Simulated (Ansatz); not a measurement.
One stationary structure of SnO2. All values below come from r2SCAN (plane waves to 500 eV, PAW, scalar-relativistic; Ansatz, a program for electronic structure).

```
CELL_PARAMETERS angstrom
      5.10068     0.00000     0.00000
      0.00000     5.10068     0.00000
      0.00000     0.00000     5.10068
ATOMIC_POSITIONS crystal
  Sn 0.00000 0.00000 0.00000
  Sn 0.50000 0.50000 0.00000
  Sn 0.00000 0.50000 0.50000
  Sn 0.50000 0.00000 0.50000
  O  0.33973 0.33973 0.33973
  O  0.83973 0.16027 0.66027
  O  0.66027 0.83973 0.16027
  O  0.16027 0.66027 0.83973
  O  0.66027 0.66027 0.66027
  O  0.16027 0.83973 0.33973
  O  0.33973 0.16027 0.83973
  O  0.83973 0.33973 0.16027
```

Find the space group and the Wyckoff positions (tolerance 0.01 Å).

Space group Pa-3 (No. 205); a = 5.1007 Å, b = 5.1007 Å, c = 5.1007 Å, α = 90.00°, β = 90.00°, γ = 90.00°

```json
[
 {"atom": "Sn", "site": "4a", "symmetry": ".-3.", "x": "0.0000", "y": "0.0000", "z": "0.0000"},
 {"atom": "O", "site": "8c", "symmetry": ".3.", "x": "0.3397", "y": "0.3397", "z": "0.3397"}
]
```

Give the shortest distances between elements (the closest pairs, up to four, under 3.6 Å).

O–Sn 2.08 Å; O–O 2.71 Å.

- Volume per atom = 11.06 Å³
- Band gap = 1.61 eV, indirect (valence top at k = (0, 0.2, 0.4), conduction bottom at Γ) (no spin-orbit coupling)
- Smallest direct gap = 1.68 eV at Γ

No spin polarisation in the result.

The run could not lose the symmetry of its start.

The first start was generated by placing the elements on the sites of a structure type. Materials Project lists a structure of SnO2 in the same space group, Pa-3 (No. 205); the sites were not compared with it, nor with measured phases. Known forms of SnO2 include space group No. 136.
